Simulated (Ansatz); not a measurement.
**Does relaxation matter for the field gradients of BaTiO3 with Hf replacing Ti?**

Start: a supercell of BaTiO3 (cubic perovskite type, Pm-3m) built from a measured structure from the Crystallography Open Database (COD), with all atoms left at the host's positions.

Space group Im-3m (No. 229); a = 8.0120 Å.

| site | Wyckoff | site symmetry | x | y | z |
| --- | --- | --- | --- | --- | --- |
| Ba | 8c | .-3m | 0.2500 | 0.2500 | 0.2500 |
| Hf | 2a | m-3m | 0.0000 | 0.0000 | 0.0000 |
| Ti | 6b | 4/mm.m | 0.0000 | 0.0000 | 0.5000 |
| O9 | 12e | 4m.m | 0.2500 | 0.0000 | 0.0000 |
| O10 | 12d | -4m.2 | 0.2500 | 0.0000 | 0.5000 |

One atom of each set is listed; the run and its k-mesh use a cell of 20 atoms with edges of 6.94, 6.94, 6.94 Å.

Method: Kohn–Sham DFT in Ansatz, PBE, plane waves and PAW, scalar-relativistic, 420 eV cutoff, Γ-centred 3×3×3 k-points, Fermi–Dirac smearing 0.01 eV.

The largest force at the start is 2.3 eV/Å. Relaxing the ions at fixed cell moves them by 0.059 Å at most (atom 9, O) and 0.032 Å rms.

```csv
site,moved (Å),first shell before,first shell after,V_zz before (10²¹ V/m²),η before
Ba,0.000,12 O at 2.83 Å,12 O at 2.83 Å,0.76,0.00
Hf,0.000,6 O at 2.00 Å,6 O at 2.06 Å,0.00,–
Ti,0.000,6 O at 2.00 Å,6 O at 1.94–2.00 Å,-0.86,0.00
O9,0.059,"1 Hf at 2.00 Å, 1 Ti at 2.00 Å, angle 180°","1 Ti at 1.94 Å, 1 Hf at 2.06 Å, angle 180°",0.63,0.00
O10,0.000,"2 Ti at 2.00 Å, angle 180°","2 Ti at 2.00 Å, angle 180°",2.52,0.00
```

(1) What are V_zz and η after the relaxation?

Answers

(1) 

| site | V_zz after | η after | change of V_zz |
| --- | --- | --- | --- |
| Ba | 3.10 | 0.00 | +2.34 |
| Hf | 0.00 | – | 0.00 |
| Ti | -3.07 | 0.00 | -2.21 |
| O9 | 0.64 | 0.00 | +0.01 |
| O10 | 2.54 | 0.00 | +0.02 |

The largest change of V_zz is on Ba, from 0.76 to 3.10.

The defect repeats with the cell of 20 atoms, so it feels its images: sites between two images don't show the values beside a lone defect, and zeros or small values of η there can come from the images' arrangement. O carries a gradient in the pure host already, so the values there aren't the defect's effect alone. This high-symmetry form of BaTiO3 is unstable when cold, to polar off-centring of Ti. The symmetry of the cell holds that distortion back, wholly or in part, and it would change the field gradients, the more the larger the distortion. Without spin–orbit coupling the gradients at and beside Hf can be off by some per cent, at some sites by more.
Before: The cell keeps the host's lattice, where the PBE pressure is 9 GPa. The neighbours have not yet relaxed around the defect (largest force 2.3 eV/Å), so a real crystal will differ.
After: The relaxation keeps the site symmetry m-3m of the start, so the impurity can't leave its site; a start off the site could end lower. The cell keeps the host's lattice, where the PBE pressure is 8 GPa.
